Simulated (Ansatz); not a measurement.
An Ansatz (a first-principles code) run. Input:

Ansatz 0.2 input:
```yaml
crystal:
  lattice:
    - [8.7777446106, 0.0, 0.0]
    - [0.0, 12.2378877456, 0.0]
    - [0.0, 0.0, 8.3801744166]
  atoms:
    - { symbol: Cs, position: [0.4320751561, 0.25, 0.9762330429] }
    - { symbol: Cs, position: [0.9320751561, 0.25, 0.5237669571] }
    - { symbol: Cs, position: [0.5679248439, 0.75, 0.0237669571] }
    - { symbol: Cs, position: [0.0679248439, 0.75, 0.4762330429] }
    - { symbol: Sn, position: [0.0, 0.0, 0.0] }
    - { symbol: Sn, position: [0.5, 0.5, 0.5] }
    - { symbol: Sn, position: [0.0, 0.5, 0.0] }
    - { symbol: Sn, position: [0.5, 0.0, 0.5] }
    - { symbol: I, position: [0.0021269632, 0.25, 0.0630896322] }
    - { symbol: I, position: [0.5021269632, 0.25, 0.4369103678] }
    - { symbol: I, position: [0.9978730368, 0.75, 0.9369103678] }
    - { symbol: I, position: [0.4978730368, 0.75, 0.5630896322] }
    - { symbol: I, position: [0.2969928181, 0.531920801, 0.1991588137] }
    - { symbol: I, position: [0.7969928181, 0.968079199, 0.3008411863] }
    - { symbol: I, position: [0.7030071819, 0.031920801, 0.8008411863] }
    - { symbol: I, position: [0.2030071819, 0.468079199, 0.6991588137] }
    - { symbol: I, position: [0.7030071819, 0.468079199, 0.8008411863] }
    - { symbol: I, position: [0.2030071819, 0.031920801, 0.6991588137] }
    - { symbol: I, position: [0.2969928181, 0.968079199, 0.1991588137] }
    - { symbol: I, position: [0.7969928181, 0.531920801, 0.3008411863] }
kpoints:
  mp_grid: { grid: [3, 3, 4] }
hamiltonian:
  xc: pbesol
  pseudopotentials: { kind: paw }
scf:
  occupations: { method: fixed }
elastic: { mode: relaxed_ion, stencil: two_point, amplitude: 0.005, f_tol: 0.0005 }
```

Output (shortened):

```
Pseudopotential: Cs, paw, valence charge 9
Pseudopotential: Sn, paw, valence charge 14
Pseudopotential: I, paw, valence charge 17
Functional definition: PBEsol
Crystal: 20 atoms, lattice volume = 900.207 Å³
Basis set: ecut = 420 eV, 17621 PW (Γ), exchange–correlation on 120×180×120 points (8 copies of the dense FFT grid, shifted against one another)
Bands: 178, of which v1, the nominal top of the filled ones, is band 148 counted from 1 (147 counted from 0)
Symmetry: 8 space group operations
Space group: Pnma (ITA 62), of the structure as read, at distance tolerance 9.7e-5 Å
k-points: 12 of 36
SCF 1 converged in 13 iterations: F = -135348.564893 eV  dr2 = 1.40e-14
Crystal: 20 atoms, lattice volume = 895.706 Å³
Basis set: ecut = 420 eV, 17505 PW (Γ), exchange–correlation on 120×180×120 points (8 copies of the dense FFT grid, shifted against one another)
SCF 2 converged in 13 iterations: F = -135348.562425 eV  dr2 = 1.25e-14
relax step   1: F+E_penalty+E_count = -135348.56242548 eV  Δ(F+E_penalty+E_count) = +0.000e0 eV  max|allowed force component| = 1.203e-2 eV/Å  Δτ_max = 0.0000 Å  (13 SCF iters, accepted)
Crystal: 20 atoms, lattice volume = 895.706 Å³
SCF 3 converged in 9 iterations: F = -135348.562777 eV  dr2 = 8.60e-14
relax step   2: F+E_penalty+E_count = -135348.56277672 eV  Δ(F+E_penalty+E_count) = -3.512e-4 eV  max|allowed force component| = 5.630e-3 eV/Å  Δτ_max = 0.0052 Å  (9 SCF iters, accepted)
Crystal: 20 atoms, lattice volume = 895.706 Å³
SCF 4 converged in 10 iterations: F = -135348.562984 eV  dr2 = 7.12e-14
relax step   3: F+E_penalty+E_count = -135348.56298429 eV  Δ(F+E_penalty+E_count) = -2.076e-4 eV  max|allowed force component| = 1.376e-3 eV/Å  Δτ_max = 0.0072 Å  (10 SCF iters, accepted)
Crystal: 20 atoms, lattice volume = 895.706 Å³
SCF 5 converged in 10 iterations: F = -135348.563010 eV  dr2 = 2.64e-14
relax step   4: F+E_penalty+E_count = -135348.56300990 eV  Δ(F+E_penalty+E_count) = -2.561e-5 eV  max|allowed force component| = 2.895e-4 eV/Å  Δτ_max = 0.0051 Å  (10 SCF iters, accepted)
Crystal: 20 atoms, lattice volume = 895.706 Å³
SCF 6 converged in 6 iterations: F = -135348.563010 eV  dr2 = 9.85e-14
Crystal: 20 atoms, lattice volume = 904.708 Å³
Basis set: ecut = 420 eV, 17745 PW (Γ), exchange–correlation on 120×180×120 points (8 copies of the dense FFT grid, shifted against one another)
SCF 7 converged in 13 iterations: F = -135348.562625 eV  dr2 = 2.19e-14
relax step   1: F+E_penalty+E_count = -135348.56262458 eV  Δ(F+E_penalty+E_count) = +0.000e0 eV  max|allowed force component| = 1.107e-2 eV/Å  Δτ_max = 0.0000 Å  (13 SCF iters, accepted)
Crystal: 20 atoms, lattice volume = 904.708 Å³
SCF 8 converged in 11 iterations: F = -135348.563140 eV  dr2 = 2.90e-14
relax step   2: F+E_penalty+E_count = -135348.56314043 eV  Δ(F+E_penalty+E_count) = -5.158e-4 eV  max|allowed force component| = 1.266e-3 eV/Å  Δτ_max = 0.0112 Å  (11 SCF iters, accepted)
Crystal: 20 atoms, lattice volume = 904.708 Å³
SCF 9 converged in 9 iterations: F = -135348.563144 eV  dr2 = 4.09e-14
relax step   3: F+E_penalty+E_count = -135348.56314357 eV  Δ(F+E_penalty+E_count) = -3.144e-6 eV  max|allowed force component| = 7.640e-4 eV/Å  Δτ_max = 0.0020 Å  (9 SCF iters, accepted)
Crystal: 20 atoms, lattice volume = 904.708 Å³
SCF 10 converged in 9 iterations: F = -135348.563146 eV  dr2 = 6.07e-15
relax step   4: F+E_penalty+E_count = -135348.56314572 eV  Δ(F+E_penalty+E_count) = -2.145e-6 eV  max|allowed force component| = 6.276e-5 eV/Å  Δτ_max = 0.0006 Å  (9 SCF iters, accepted)
Crystal: 20 atoms, lattice volume = 904.708 Å³
[...]
SCF 52 converged in 12 iterations: F = -135348.564422 eV  dr2 = 9.37e-14
relax step   1: F+E_penalty+E_count = -135348.56442187 eV  Δ(F+E_penalty+E_count) = +0.000e0 eV  max|allowed force component| = 4.573e-3 eV/Å  Δτ_max = 0.0000 Å  (12 SCF iters, accepted)
Crystal: 20 atoms, lattice volume = 900.202 Å³
SCF 53 converged in 9 iterations: F = -135348.564463 eV  dr2 = 3.06e-14
relax step   2: F+E_penalty+E_count = -135348.56446329 eV  Δ(F+E_penalty+E_count) = -4.142e-5 eV  max|allowed force component| = 1.996e-3 eV/Å  Δτ_max = 0.0015 Å  (9 SCF iters, accepted)
Crystal: 20 atoms, lattice volume = 900.202 Å³
SCF 54 converged in 10 iterations: F = -135348.564482 eV  dr2 = 1.95e-14
relax step   3: F+E_penalty+E_count = -135348.56448209 eV  Δ(F+E_penalty+E_count) = -1.880e-5 eV  max|allowed force component| = 3.993e-4 eV/Å  Δτ_max = 0.0028 Å  (10 SCF iters, accepted)
Crystal: 20 atoms, lattice volume = 900.202 Å³
SCF 55 converged in 7 iterations: F = -135348.564482 eV  dr2 = 5.36e-14
Crystal: 20 atoms, lattice volume = 900.202 Å³
SCF 56 converged in 12 iterations: F = -135348.564422 eV  dr2 = 9.25e-14
relax step   1: F+E_penalty+E_count = -135348.56442187 eV  Δ(F+E_penalty+E_count) = +0.000e0 eV  max|allowed force component| = 4.573e-3 eV/Å  Δτ_max = 0.0000 Å  (12 SCF iters, accepted)
Crystal: 20 atoms, lattice volume = 900.202 Å³
SCF 57 converged in 10 iterations: F = -135348.564482 eV  dr2 = 2.50e-14
relax step   2: F+E_penalty+E_count = -135348.56448183 eV  Δ(F+E_penalty+E_count) = -5.996e-5 eV  max|allowed force component| = 3.341e-4 eV/Å  Δτ_max = 0.0042 Å  (10 SCF iters, accepted)
Crystal: 20 atoms, lattice volume = 900.202 Å³
SCF 58 converged in 7 iterations: F = -135348.564482 eV  dr2 = 3.84e-14
SCF converged after 13 iterations
Free energy (F): -135348.564893 eV
Harris-Foulkes:  -135348.564893 eV  (|F-HF|=2.91e-11)
Internal energy: -135348.564893 eV  (E = F + TS)
E sigma→0 (E₀):  -135348.564893 eV
Fermi energy:    5.495773 eV
--- Per-component energies (eV) ---
  E_band       = -5577.134173
  E_kinetic    = 3580.688469
  E_local      = -33675.221226  (includes V_loc(G=0)·N_el)
  E_nonlocal   = -1065.130674
  E_hartree    = 17250.215583
  E_xc         = -3736.369599
  E_vxc        = -2434.576781  (∫ρ·V_xc dr)
  E_paw        = -93016.859131  (= ΣΔE_a)
  E_vpaw       = -6483.325245  (= ΣTr[D̂ρ^β])
  E_aug_tail   = 0.000118  (compensation charges beyond the density's cutoff)
  E_ewald      = -24692.550138
  E_core_change = 6.661704  (= ΣΔE_core)
  E_smearing   =  0.000000  (= −TS)
  E_closure    = 0.000000  (closes the sum)
  Σ components = -135348.564893   (vs F -135348.564893, Δ=0.00e0)
--- Forces (eV/Å), atoms counted from 1 ---
  atom   1  Cs     0.00001426     0.00000000     0.00009868
  atom   2  Cs     0.00001426     0.00000000    -0.00009868
  atom   3  Cs    -0.00001426     0.00000000    -0.00009868
  atom   4  Cs    -0.00001426     0.00000000     0.00009868
  atom   5  Sn     0.00000000     0.00000000     0.00000000
  atom   6  Sn     0.00000000     0.00000000     0.00000000
  atom   7  Sn     0.00000000     0.00000000     0.00000000
  atom   8  Sn     0.00000000     0.00000000     0.00000000
  atom   9  I     -0.00000534     0.00000000     0.00007719
  atom  10  I     -0.00000534     0.00000000    -0.00007719
  atom  11  I      0.00000534     0.00000000    -0.00007719
  atom  12  I      0.00000534     0.00000000     0.00007719
  atom  13  I      0.00006532     0.00002528    -0.00008203
  atom  14  I      0.00006532    -0.00002528     0.00008203
  atom  15  I     -0.00006532     0.00002528     0.00008203
  atom  16  I     -0.00006532    -0.00002528    -0.00008203
  atom  17  I     -0.00006532    -0.00002528     0.00008203
  atom  18  I     -0.00006532     0.00002528    -0.00008203
  atom  19  I      0.00006532    -0.00002528    -0.00008203
  atom  20  I      0.00006532     0.00002528     0.00008203
  max |Σ_I F_I| component: 0.0 eV/Å
--- Stress (GPa, compression-positive) ---
        0.001736       0.000000       0.000000
        0.000000       0.000463       0.000000
        0.000000       0.000000       0.000551
  P = ⅓ Tr σ = 0.0009 GPa (0.009 kbar)
--- Band table (eV; the first three rows and the last of 12) ---
  k-point 0: bands = ["-39.5322", "-39.5322", "-39.5321", "-39.5321", "-39.5305", "-39.5305", "-39.5304", "-39.5304", "-39.5304", "-39.5304", "-39.5304", "-39.5304", "-39.4985", "-39.4985", "-39.4985", "-39.4985", "-39.4950", "-39.4950", "-39.4949", …
  k-point 1: bands = ["-39.5322", "-39.5322", "-39.5321", "-39.5321", "-39.5305", "-39.5305", "-39.5304", "-39.5304", "-39.5304", "-39.5304", "-39.5304", "-39.5304", "-39.4985", "-39.4985", "-39.4985", "-39.4985", "-39.4950", "-39.4950", "-39.4949", …
  k-point 2: bands = ["-39.5322", "-39.5322", "-39.5321", "-39.5321", "-39.5305", "-39.5305", "-39.5305", "-39.5305", "-39.5304", "-39.5304", "-39.5304", "-39.5304", "-39.4985", "-39.4985", "-39.4985", "-39.4985", "-39.4949", "-39.4949", "-39.4949", …
  k-point 11: bands = ["-39.5322", "-39.5322", "-39.5321", "-39.5321", "-39.5305", "-39.5305", "-39.5305", "-39.5305", "-39.5304", "-39.5304", "-39.5304", "-39.5304", "-39.4985", "-39.4985", "-39.4985", "-39.4985", "-39.4949", "-39.4949", "-39.4949", …
--- Elastic constants: 6 strain directions × 2 members + reference (group order 8) ---
  dense FFT box of the reference and of every strained cell: 60×90×60
  strains applied: 11, 22, 33, 23, 13, 12; error gains …
  C = ∂σ_k/∂η_j (tension-positive GPa; Voigt order 11 22 33 23 13 12):
        26.010      9.043     15.557      0.000      0.000      0.000
         9.053     35.061     10.714      0.000      0.000      0.000
        15.555     10.718     17.761      0.000      0.000      0.000
         0.000      0.000      0.000      5.276      0.000      0.000
         0.000      0.000      0.000      0.000     12.875      0.000
         0.000      0.000      0.000      0.000      0.000      5.951
  reference stress σ⁰ (GPa):     -0.002      0.000     -0.001      0.000      0.000      0.000
  moduli (Voigt/Reuss/Hill, GPa): K = 16.61/15.84/16.22   G = 7.72/5.63/6.67   E = 17.61   ν = 0.319
  mechanically stable: yes (min eigenvalue of sym C = 5.28 GPa)
  strain η (Voigt 11):  stress-route row diagonal C_11 = 26.01 GPa, energy-path curvature d²(F+E_count+ΔE)/dδ²/Ω₀ = 26.01 GPa
         δ    σ_11 (GPa)             F (eV)   n_scf  n_hpsi   n_pw
    -5.000e-3      -0.1323     -135348.5630099       6   26335  17536   relax 4 steps, max|allowed force component| 2.89e-4 eV/Å
     5.000e-3       0.1278     -135348.5631457       8   30617  17745   relax 4 steps, max|allowed force component| 6.28e-5 eV/Å
  strain η (Voigt 22):  stress-route row diagonal C_22 = 35.06 GPa, energy-path curvature d²(F+E_count+ΔE)/dδ²/Ω₀ = 35.07 GPa
         δ    σ_22 (GPa)             F (eV)   n_scf  n_hpsi   n_pw
    -5.000e-3      -0.1786     -135348.5624114       7   31666  17538   relax 5 steps, max|allowed force component| 2.12e-4 eV/Å
     5.000e-3       0.1720     -135348.5625070       7   31135  17728   relax 4 steps, max|allowed force component| 2.19e-4 eV/Å
  strain η (Voigt 33):  stress-route row diagonal C_33 = 17.76 GPa, energy-path curvature d²(F+E_count+ΔE)/dδ²/Ω₀ = 17.78 GPa
         δ    σ_33 (GPa)             F (eV)   n_scf  n_hpsi   n_pw
    -5.000e-3      -0.0888     -135348.5636532       7   31009  17526   relax 5 steps, max|allowed force component| 1.82e-4 eV/Å
     5.000e-3       0.0888     -135348.5636784       7   29084  17721   relax 4 steps, max|allowed force component| 8.94e-5 eV/Å
  strain η (Voigt 23):  stress-route row diagonal C_44 = 5.28 GPa, energy-path curvature d²(F+E_count+ΔE)/dδ²/Ω₀ = 5.29 GPa
         δ    σ_23 (GPa)             F (eV)   n_scf  n_hpsi   n_pw
    -5.000e-3      -0.0264     -135348.5645344       7   36423  17614   relax 3 steps, max|allowed force component| 1.55e-4 eV/Å
     5.000e-3       0.0264     -135348.5645344       6   30924  17614   relax 3 steps, max|allowed force component| 1.34e-4 eV/Å
  strain η (Voigt 13):  stress-route row diagonal C_55 = 12.88 GPa, energy-path curvature d²(F+E_count+ΔE)/dδ²/Ω₀ = 12.88 GPa
         δ    σ_13 (GPa)             F (eV)   n_scf  n_hpsi   n_pw
    -5.000e-3      -0.0644     -135348.5639906       7   36461  17630   relax 5 steps, max|allowed force component| 4.00e-4 eV/Å
     5.000e-3       0.0644     -135348.5639908       7   33444  17630   relax 3 steps, max|allowed force component| 3.37e-4 eV/Å
  strain η (Voigt 12):  stress-route row diagonal C_66 = 5.95 GPa, energy-path curvature d²(F+E_count+ΔE)/dδ²/Ω₀ = 5.96 GPa
         δ    σ_12 (GPa)             F (eV)   n_scf  n_hpsi   n_pw
    -5.000e-3      -0.0298     -135348.5644821       7   39025  17620   relax 3 steps, max|allowed force component| 3.99e-4 eV/Å
     5.000e-3       0.0298     -135348.5644818       7   39005  17620   relax 2 steps, max|allowed force component| 3.34e-4 eV/Å
```

Cost: roughly 3 core-hours on shared cores.

The cell was relaxed with PBEsol under the symmetry of its start. Scalar-relativistic: spin–orbit coupling is off unless named, which matters more the heavier the elements.

Potentials: the later of the program's two PAW sets.

Ansatz is a plane-wave DFT program.
